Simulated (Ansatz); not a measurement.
## Compressing CdCu3: a fit and a missing row

CdCu3, Pm-3m, a = 3.783 Å. The structure is a Materials Project entry; whether it is the stable form wasn't checked. Ansatz: r2SCAN, PAW, 500 eV, Γ-centred 12×12×12 mesh on 4 atoms, Gaussian smearing 0.10 eV; no spin polarisation. Symmetry fixes shape and atoms, so the cell is only scaled; pressure is positive in compression.

| V (Å³/atom) | P (GPa) |
| --- | --- |
| 12.721 | ? |
| 13.127 | 4.20 |
| 13.533 | 0.00 |
| 13.939 | -3.49 |
| 14.345 | -6.40 |

Problem. Take V0 = 13.533 Å³/atom, fit the third-order Birch–Murnaghan form to the other rows, and predict the missing pressure.

Solution. With the Eulerian strain f = ½[(V0/V)^(2/3) − 1] and y = P/[3f(1 + 2f)^(5/2)], the form is the line y = B0 + 1.5 B0 (B0′ − 4) f. Rows (f, y): 0.01026, 129.7; -0.00976, 125.2; -0.01905, 123.4. Means f = -0.006183, y = 126.10; Σ(Δf)² = 0.0004487, ΣΔfΔy = 0.09715; the slope is their ratio. y = 127.4 + 216.5 f GPa, so B0 = 127.4 GPa and B0′ = 4 + 2 × (216.5)/(3 × 127.4) = 5.13. At V = 12.721, f = 0.02106, y = 131.96 and P = 9.24 GPa. The run gave 9.26 GPa, so the fit is 0.02 GPa too low, a small miss on the scale of the series. The form still works here, 33 % of the fitted range beyond its end.